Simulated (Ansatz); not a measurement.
La₃InN (anti-perovskite, Pm-3m) under volume change, plane-wave PAW r²SCAN (Ansatz code), scaled uniformly.

```json
[
 {"V (Å³/atom)": "24.702", "E − E(relaxed) (meV/atom)": "54.7", "P (GPa)": "7.77"},
 {"V (Å³/atom)": "25.516", "E − E(relaxed) (meV/atom)": "23.0", "P (GPa)": "4.77"},
 {"V (Å³/atom)": "26.330", "E − E(relaxed) (meV/atom)": "…", "P (GPa)": "…"},
 {"V (Å³/atom)": "27.145", "E − E(relaxed) (meV/atom)": "0.0", "P (GPa)": "0.00"},
 {"V (Å³/atom)": "27.959", "E − E(relaxed) (meV/atom)": "…", "P (GPa)": "…"},
 {"V (Å³/atom)": "28.773", "E − E(relaxed) (meV/atom)": "19.1", "P (GPa)": "-3.60"},
 {"V (Å³/atom)": "29.588", "E − E(relaxed) (meV/atom)": "41.2", "P (GPa)": "-5.04"}
]
```

Q: Fill in the missing entries.

A: 
- 26.330, E − E(relaxed) (meV/atom): 5.5
- 26.330, P (GPa): 2.20
- 27.959, E − E(relaxed) (meV/atom): 5.0
- 27.959, P (GPa): -1.93

Q: What does a third-order Birch–Murnaghan fit give for V₀, B₀ and B′?

A: V₀ = 27.14 Å³/atom, B₀ = 68.8 GPa, B′ = 3.8.

The workflow started from an entry of the Crystallography Open Database (COD). Whether it is the stable phase at ambient conditions was not checked. Symmetry was held in the r²SCAN relaxation; whether a distortion lowers the energy is not shown. Scalar-relativistic: spin–orbit coupling is off unless named, which matters more the heavier the elements.

Potentials: the later of the program's two PAW sets.
